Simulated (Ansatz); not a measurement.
# One relaxed cell of SiO$_{2}$ at several levels

A database entry relaxed whole under r2SCAN at zero pressure (P4_32_12, No. 96):

```
Si O
1.0
     4.98312    0.00000    0.00000
     0.00000    4.98312    0.00000
     0.00000    0.00000    6.92243
Si O
4 8
Direct
  0.80206 0.80206 0.50000
  0.69794 0.30206 0.25000
  0.19794 0.19794 0.00000
  0.30206 0.69794 0.75000
  0.26169 0.39149 0.81893
  0.10851 0.76169 0.56893
  0.73831 0.60851 0.31893
  0.89149 0.23831 0.06893
  0.76169 0.10851 0.43107
  0.60851 0.73831 0.68107
  0.23831 0.89149 0.93107
  0.39149 0.26169 0.18107
```

Its volume is 14.32 Å³ an atom, +9.3 % against the entry's 13.11, a cell as deposited in COD (1994).

Single points on this cell with plane-wave PAW DFT (Ansatz 0.2.0; r2SCAN 500 eV, hybrids 420 eV; fermi-dirac occupations of width 0.020 eV; no moments): r2SCAN on a 6×6×4 Γ-centred mesh; HSE06 on a 4×4×4 Γ-centred mesh; PBE0 on a 4×4×4 Γ-centred mesh.

Task: How do gap, pressure and charges move from level to level?

Result: The runs give:

| level | gap (eV), or kind | pressure (GPa) | Bader charge of Si (e) | Bader charge of O (e) |
| --- | --- | --- | --- | --- |
| r2SCAN | 6.35 | 0.0 | +3.37 | -1.68 |
| HSE06 | 7.51 | 0.0 | +3.35 | -1.68 |
| PBE0 | 8.28 | -0.1 | +3.35 | -1.68 |

Under r2SCAN the gap is 6.35 eV, over mesh and band path. HSE06 moves it by +1.16 eV and PBE0 by +1.93 eV; PBE0 keeps its exact exchange at long range, which widens the gap over HSE06's by 0.77 eV on their common mesh.

Caveats: the relaxation kept the start's symmetry; HSE06 is read on its mesh and at the zone's corners, PBE0 on its mesh alone; the relaxed cell lies far from the entry, by an error of the functional or of the entry; hybrid pressures are good to a few tenths of a GPa; pressure is positive in compression.
